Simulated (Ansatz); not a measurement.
## CsPbCl₃, first-principles data

CsPbCl₃:
```
CsPbCl3
1.0
    0.00000     5.50076    -5.50785
    0.00000     5.50076     5.50785
    5.68553     0.00000     0.00000
Cs Pb Cl
2 2 6
Direct
  0.48615   0.51385   0.50000
  0.01651   0.98349   0.50000
  0.98977   0.50441   0.00000
  0.49559   0.01023   0.00000
  0.18086   0.19409   0.00000
  0.80591   0.81914   0.00000
  0.48906   0.00245   0.50000
  0.99755   0.51094   0.50000
  0.29613   0.70387   0.00000
  0.67044   0.32956   0.00000
```

Space group Amm2 (No. 38); conventional cell a = 5.6855 Å, b = 11.0015 Å, c = 11.0157 Å, α = β = γ = 90.00°.

Method: DFT-PBEsol in the program Ansatz with PAW potentials. The cell and atoms are relaxed at this level. Other levels are named where they apply.

**Cell and energy**

```json
{
  "volume_per_atom": "34.45 Å³",
  "density": "4.30 g/cm³",
  "Formation energy from the elements (no fitted shifts)": "-1504 meV/atom"
}
```

**Electronic structure**

```json
{
  "band_gap": "2.10 eV (direct)",
  "valence_band_maximum": "at Z (k = 0.000, 0.000, 0.500 in fractions of the reciprocal vectors)",
  "conduction_band_minimum": "at Z (k = 0.000, 0.000, 0.500 in fractions of the reciprocal vectors)",
  "electron_effective_mass": "0.12, 1.0, 1.0 mₑ (principal values)",
  "hole_effective_mass": "0.21, 0.28, 0.28 mₑ (principal values)",
  "HSE06 gap on the PBEsol cell": "2.93 eV"
}
```

**Mechanics**

```json
{
  "Bulk modulus (Birch–Murnaghan fit)": "21.7 GPa",
  "Pressure derivative B′": "4.9"
}
```

**Dielectric response**

```json
{
 "Electronic dielectric constant ε∞ (DFPT)": "4.10 (xx), 3.81 (yy), 3.83 (zz)",
 "Born charges (a third of the trace)": "Cs +1.31 to +1.32, Pb +3.79, Cl -1.74 to -1.67 e"
}
```

The workflow started from a Materials Project entry (that database holds measured and hypothetical structures alike); the Crystallography Open Database copy checked does not list it. COD files the formula under space group No. 221. Whether it is the stable phase at ambient conditions was not checked. Symmetry was held in the PBEsol relaxation; whether a distortion lowers the energy is not shown. The references are the lowest solids computed at this level, not always the standard phases (solids in place of the gases). Scalar-relativistic: spin–orbit coupling is off unless named, which matters more the heavier the elements.

Potentials: the later of the program's two PAW sets.
